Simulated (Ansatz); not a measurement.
**Ansatz run, YAlSn**

The input, for Ansatz 0.2.0 (plane waves, PAW):

```yaml
crystal:
  lattice:
    - [7.253897, 0.0, 0.0]
    - [0.0, 4.518671, 0.0]
    - [0.0, 0.0, 7.811733]
  atoms:
    - { symbol: Sn, position: [0.3068, 0.25, 0.4128] }
    - { symbol: Sn, position: [0.1932, 0.75, 0.9128] }
    - { symbol: Sn, position: [0.8068, 0.25, 0.0872] }
    - { symbol: Sn, position: [0.6932, 0.75, 0.5872] }
    - { symbol: Al, position: [0.1985, 0.25, 0.0843] }
    - { symbol: Al, position: [0.3015, 0.75, 0.5843] }
    - { symbol: Al, position: [0.6985, 0.25, 0.4157] }
    - { symbol: Al, position: [0.8015, 0.75, 0.9157] }
    - { symbol: "Y", position: [0.9894, 0.25, 0.7039] }
    - { symbol: "Y", position: [0.5106, 0.75, 0.2039] }
    - { symbol: "Y", position: [0.4894, 0.25, 0.7961] }
    - { symbol: "Y", position: [0.0106, 0.75, 0.2961] }
  symmetry: { tolerance: 0.0003 }
kpoints:
  mp_grid: { grid: [5, 8, 5], shift: [0, 0, 0] }
  band_path:
    path:
      - [0.0, 0.0, 0.0]
      - [0.5, 0.0, 0.0]
      - [0.5, 0.5, 0.0]
      - [0.0, 0.5, 0.0]
      - [0.0, 0.0, 0.0]
      - [0.0, 0.0, 0.5]
      - [0.5, 0.0, 0.5]
      - [0.5, 0.5, 0.5]
      - [0.0, 0.5, 0.5]
    npoints: 6
magnetization:
  spin_polarized: false
scf:
  occupations: { method: fermi_dirac, width: 0.1184 }
  lower_state_search: "off"
  max_iter: 200
hamiltonian:
  pseudopotentials: { kind: paw }
  xc: mr2scan
basis:
  ecutwfc: 500
  fft_grid_basis: typed
output:
  forces: true
  stress: true
  eigenvalues: true
  bader: true
  populations: true
  elf: true
  write_potential: true
  volumetric_format: npy
  dos:
    e_range: [-12, 8]
    de: 0.05
    projected: { site_lists: { Al: [Al], Sn: [Sn], "Y": ["Y"] } }
checkpoint:
  read: saved_state
```

The run starts from an earlier solution of this cell. 

Parts of the output:

```
band count auto-derived: 69 (N_el = 112.0; filled up to band 56; 68 by the electrons, moments and atoms)
Pseudopotentials: kind: paw
Pseudopotential: Sn, paw, valence charge 14, recommended cutoff 500 eV (meta_gga), Sn.paw.azcp
Pseudopotential: Al, paw, valence charge 3, recommended cutoff 500 eV (meta_gga), Al.paw.azcp
Pseudopotential: Y, paw, valence charge 11, recommended cutoff 500 eV (meta_gga), Y.paw.azcp
Functional definition: m-r2SCAN
  exchange = m_r2scan_x
  correlation = m_r2scan_c
Crystal: 12 atoms, lattice volume = 256.053 Å³
Basis set: ecut = 500 eV, 6507 PW (Γ), exchange–correlation on 216×144×240 points (64 copies of the dense FFT grid, shifted against one another)
Bands: 69, of which v1, the nominal top of the filled ones, is band 56 counted from 1 (55 counted from 0)
Symmetry: 8 space group operations
Space group: Pnma (ITA 62), of the structure as read, at distance tolerance 1.9e-3 Å
k-points: 45 of 200
Initial density: read from a saved state, or passed on in memory by an earlier SCF of this step, an earlier step, the calling program or the single point that the run made first
Functional: x = mr2scan, c = mr2scan; τ floored in thin density (d = 2e-4 eV/Å³)
Free energy (F): -41760.2889 eV
Harris-Foulkes:  -41760.2889 eV  (|F-HF|=4.90e-9)
Internal energy: -41760.0413 eV  (E = F + TS)
E sigma→0 (E₀):  -41760.1651 eV
Entropy (-TS):   -0.2476 eV (-20.630 meV/atom)
Fermi energy:    12.1911 eV
--- Per-component energies (eV) ---
  E_band       = -631.6510
  E_kinetic    = 2086.7161
  E_local      = -5882.0647  (includes V_loc(G=0)·N_el)
  E_nonlocal   = 110.7589
  E_hartree    = 3052.6941
  E_xc         = -2327.1392
  E_vxc        = -1445.5753  (∫ρ·V_xc dr)
  E_paw        = -29908.9903  (= ΣΔE_a)
  E_vpaw       = -1687.3396  (= ΣTr[D̂ρ^β])
  E_aug_tail   = 0.0000  (compensation charges beyond the density's cutoff)
  E_vtau       = 80.4668  (kinetic-family band-sum trace: ∫τ·v_τ [+ j·A + Jᵃ·Aᵃ] dr)
  E_ewald      = -8894.1012
  E_core_change = 2.0850  (= ΣΔE_core)
  E_smearing   = -0.2476  (= −TS)
--- Forces (eV/Å), atoms counted from 1 ---
  atom   1  Sn    -0.5817     0.0000    -0.0962
  atom   2  Sn     0.5817     0.0000    -0.0962
  atom   3  Sn    -0.5817     0.0000     0.0962
  atom   4  Sn     0.5817     0.0000     0.0962
  atom   5  Al     0.5948     0.0000     0.1397
  atom   6  Al    -0.5948     0.0000     0.1397
  atom   7  Al     0.5948     0.0000    -0.1397
  atom   8  Al    -0.5948     0.0000    -0.1397
  atom   9  Y      0.3731     0.0000    -0.9728
  atom  10  Y     -0.3731     0.0000    -0.9728
  atom  11  Y      0.3731     0.0000     0.9728
  atom  12  Y     -0.3731     0.0000     0.9728
--- Stress (GPa, compression-positive) ---
        3.4309       0.0000       0.0000
        0.0000       7.6453       0.0000
        0.0000       0.0000      12.7753
  P = ⅓ Tr σ = 7.9505 GPa (79.505 kbar)
--- Löwdin populations: 12 sites ---
  site symbol       q [e]
     0     Sn     14.0333
     1     Sn     14.0333
     2     Sn     14.0333
     3     Sn     14.0333
     4     Al      3.1227
     5     Al      3.1227
     6     Al      3.1227
     7     Al      3.1227
     8      Y     10.7291
     9      Y     10.7291
    10      Y     10.7291
    11      Y     10.7291
  spilling = 0.0041 (of n_electrons = 112.0000)
```

Origin: a known structure type with other elements, at an estimated volume, so it need not be a known compound. Caveats: m-r2SCAN is r2SCAN with a changed spin dependence that lowers moments.
